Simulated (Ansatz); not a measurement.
# La: Quadrupolar parameters

The cell is a COD entry, whose atoms a relaxation with PBE at fixed cell left in place.

```
La
1.0
     3.77000    0.00000    0.00000
    -1.88500    3.26492    0.00000
     0.00000    0.00000   12.15900
La
4
Direct
  0.00000 0.00000 0.00000
  0.00000 0.00000 0.50000
  0.33333 0.66667 0.75000
  0.66667 0.33333 0.25000
```

Sites (sets of like atoms) are named by element and the number of their first atom in this list.

All values are calculated (Ansatz; DFT, PBE, plane waves and PAW (field gradients read without the response of the frozen cores, which leaves them typically 4 to 6 % off), scalar-relativistic, 420 eV cutoff, Γ-centred 9×9×3 k-points, Fermi–Dirac smearing 0.05 eV), not measured.

C_Q = eQV_zz/h, which is 24.18 MHz for Q = 1 b and V_zz = 10²¹ V/m²; η = (V_xx − V_yy)/V_zz. Directions are in the Cartesian axes of the cell vectors above, for the atom listed; none is given where the gradient is under 0.02 or η is above 0.95.

Problem. Give the quadrupolar parameters of the distinct sites.

Solution. 

```json
{"site": "La1", "first atom": "1", "first shell": "12 La at 3.74–3.77 Å", "V_zz (10²¹ V/m²)": "0.98", "η": "0.00", "direction of V_zz (x, y, z)": "0.00 0.00 1.00"}
{"site": "La3", "first atom": "3", "first shell": "12 La at 3.74–3.77 Å", "V_zz (10²¹ V/m²)": "1.76", "η": "0.00", "direction of V_zz (x, y, z)": "0.00 0.00 1.00"}
```

An axis of threefold or higher order runs through La1 and La3, so V_zz lies along it and η is zero.

With no gap above 0.1 eV, as in a metal, the gradients converge slowly in k; expect changes of a tenth or more on a denser mesh. Without spin–orbit coupling (the program notes it for La) the gradients can shift somewhat, as the gap is small.

The relaxation (1 step) took 9.5 s of wall time (9.4 s of CPU time) and 0.49 GiB at its peak, on 1 thread of Intel Xeon Platinum 8488C (Sapphire Rapids) (x86_64; 16 cores open to the job, memory cap 3.0 GiB, no GPU), a shared host with a load of 0.4 a core.
